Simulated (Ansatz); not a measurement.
An elastic tensor (GPa, Voigt order, standard axes) from the program Ansatz at the PBEsol level (PAW):

```
29.7   3.5   3.5   0.0   0.0   0.0
 3.5  29.7   3.5   0.0   0.0   0.0
 3.5   3.5  29.7   0.0   0.0   0.0
 0.0   0.0   0.0   3.5   0.0   0.0
 0.0   0.0   0.0   0.0   3.5   0.0
 0.0   0.0   0.0   0.0   0.0   3.5
```

**Question.** Which compound is it?
A. HfC, rock salt
B. KI, rock salt
C. BaTe, rock salt

**Answer.** B, KI, rock salt

Space group Fm-3m (rock salt). Symmetry was held in the PBEsol relaxation. Scalar-relativistic: spin–orbit coupling is off unless named, which matters more the heavier the elements.

Potentials: the later of the program's two PAW sets.
